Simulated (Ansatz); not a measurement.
**Cd₂P in Ansatz, relaxation**

The command:

```bash
ansatz run input.yaml --threads 2 --pin off --max-ram 3584MiB --backend cpu --events-out ev --progress --plain --runs-dir out
```

The input file (Ansatz 0.2.0, plane waves):

```yaml
crystal:
  lattice:
    - [3.818035, 0.0, 0.0]
    - [0.861955, 5.966807, 0.0]
    - [1.748807, 0.768485, 5.99001]
  atoms:
    - { symbol: P, position: [0.607, 0.1395, 0.9628] }
    - { symbol: P, position: [0.393, 0.8605, 0.0372] }
    - { symbol: Cd, position: [0.44239, 0.22834, 0.66245] }
    - { symbol: Cd, position: [0.55761, 0.77166, 0.33755] }
    - { symbol: Cd, position: [0.18239, 0.3085, 0.19424] }
    - { symbol: Cd, position: [0.81761, 0.6915, 0.80576] }
kpoints:
  mp_grid: { grid: [5, 3, 3], shift: [0.5, 0.0, 0.5] }
magnetization:
  spin_polarized: false
scf:
  occupations: { method: fermi_dirac }
  lower_state_search: "off"
hamiltonian:
  pseudopotentials: { kind: paw }
  xc: r2scan
basis:
  ecutwfc: 500
  fft_grid_basis: typed
relax:
  max_steps: 80
  cell: { p_target: 20.0 }
  f_tol: 0.03
output:
  forces: true
  stress: true
  eigenvalues: true
  bader: true
  populations: true
  elf: true
  write_potential: true
  volumetric_format: npy
  dos:
    e_range: [-12, 8]
    de: 0.05
    projected: { site_lists: { Cd: [Cd], P: [P] } }
  write_density: true
checkpoint:
  read: saved_state
```

Origin of the cell: a known structure type with other elements, at an estimated volume, so it need not be a known compound.

The smearing width isn't typed, so it takes its default of 0.1 eV.

The saved state is a converged single point of the same cell.

Steps («new basis» is an SCF on plane waves selected anew at the same cell):

```
step  ΔH (meV/atom)  max force component (eV/Å)  P (GPa)  volume (Å³)  SCF iterations   step was
   1            0.0                       8.206    23.06       136.46               6   accepted
   2         -839.6                       2.941    12.69       126.86               9   accepted
   3        -1151.4                       1.501    16.48       114.05               7   accepted
   4        -1285.8                       0.863    21.71       105.47               8   accepted
   5        -1368.1                       0.507    22.57       102.63               8   accepted
   6        -1416.3                       0.271    20.92       102.32               8   accepted
   7        -1457.4                       0.653    20.07       102.96               8   accepted
   8        -1488.3                       0.613    20.48       102.19               8   accepted
   9        -1494.0                       0.730    21.65       102.27               8   accepted
  10        -1496.7                       0.265    20.33       102.43               8   accepted
  11        -1497.0                       0.243    19.76       102.98               8   accepted
  12        -1500.8                       0.123    19.61       103.01               8   accepted
  13        -1505.5                       0.129    20.82       102.56               9   accepted
  14        -1508.2                       0.071    20.12       103.06               9   accepted
  15        -1509.3                       0.100    20.51       102.68               9   accepted
  16        -1510.3                       0.034    19.95       102.96               9   accepted
  17        -1510.9                       0.027    19.86       103.03              10   accepted
  18        -1507.9                       0.295    20.93       102.16               8   rejected
  19        -1511.8                       0.028    19.75       103.04              12   accepted
  20        -1513.7                       0.067    20.32       102.40               7   accepted
  21        -1519.0                       0.112    19.55       102.60               8   accepted
  22        -1517.3                       0.618    25.15        99.21               8   rejected
  23        -1527.3                       0.085    19.66       102.42              12   accepted
  24        -1534.9                       0.146    20.49       101.88               8   accepted
  25        -1535.2                       0.324    21.05       102.10               8   accepted
  26        -1508.9                       0.393    27.79        98.07               7   rejected
  27        -1541.4                       0.159    19.66       102.72              13   accepted
  28        -1543.9                       0.073    20.07       102.56               7   accepted
  29        -1544.8                       0.046    19.85       102.58               7   accepted
  30        -1545.0                       0.027    20.03       102.49               6   accepted
  31        -1545.1                       0.005    20.00       102.51               5   accepted
  32        -1545.1                       0.002    19.99       102.51               5   accepted
  33        -1545.0                       0.002    19.98       102.51               7  new basis
  34        -1545.1                       0.003    20.04       102.47               5   accepted
  35        -1545.0                       0.001    19.95       102.53               4   accepted
  36        -1545.1                       0.000    20.00       102.50               4   accepted
  37        -1545.1                       0.000    20.00       102.50               5  new basis
```

Before:

Space group P-1 (No. 2); the run's cell has a = 3.818 Å, b = 6.029 Å, c = 6.287 Å, α = 80.75°, β = 73.85°, γ = 81.78°. Shortest distances: P–P 1.91 Å, Cd–P 2.12 Å, Cd–Cd 3.30 Å.

The relaxed structure.

Space group P-1 (No. 2); the run's cell has a = 3.484 Å, b = 5.385 Å, c = 6.088 Å, α = 98.07°, β = 73.10°, γ = 110.14°. Shortest distances: P–P 2.12 Å, Cd–P 2.56 Å, Cd–Cd 2.80 Å.

```
CELL_PARAMETERS angstrom
3.37756 -0.84591 0.12217
-0.55947 5.33494 -0.47210
1.56845 -0.17738 5.87988
ATOMIC_POSITIONS crystal
P 0.61813 0.20845 0.98504
P 0.38187 0.79155 0.01496
Cd 0.27254 0.18054 0.63326
Cd 0.72746 0.81946 0.36674
Cd 0.04524 0.36289 0.28561
Cd 0.95476 0.63711 0.71439
```

```
Enthalpy lowered by     : 1545.1 meV/atom
Volume change           : -24.89 %
Final pressure          : 20.00 GPa
Relaxation steps listed : 37
```

Caveats: the given cell is far from equilibrium, with atoms too close or a volume far off; the k mesh is coarse if the cell is a metal; the relaxation held the start's symmetry, so the end may be a saddle point.

It ran for 11 min on 2 threads of Arm Neoverse V1 (shared host), peak memory 0.77 GiB, from a saved density.
